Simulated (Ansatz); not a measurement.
CoW in space group Cmcm (No. 63; W on 4c, Co on 4c), the program Ansatz at the PBE level (PAW), all energies at zero smearing, with the estimated change up to a 700 eV cutoff added, with one set of potentials and settings (totals compare only within such a set). Cell of 4 atoms (2 W, 2 Co): -31021.558 eV.

```tsv
element	reference phase	E (eV/atom)
W	Im-3m, 1 atoms in the cell	-10384.8193
Co	P6_3/mmc, 2 atoms in the cell, spin-polarised	-5126.1559
```

Formation energy per atom, worked out: (-31021.558 − 2×(-10384.8193) − 2×(-5126.1559))/4 = 0.098 eV/atom (9 kJ per mol of atoms), at 0 K, without zero-point energy or fitted corrections.

The start of the workflow was typed in or built on a structure type; neither database checked (COD, Materials Project) lists it. Its standing as an ambient phase is unchecked. Symmetry was held in the PBE relaxation; whether a distortion lowers the energy is not shown. The workflow began spin-polarised and lost its moments. The references are the lowest solids computed at this level, not always the standard phases. Scalar-relativistic: spin–orbit coupling is off unless named, which matters more the heavier the elements.

Potentials: the later of the program's two PAW sets.
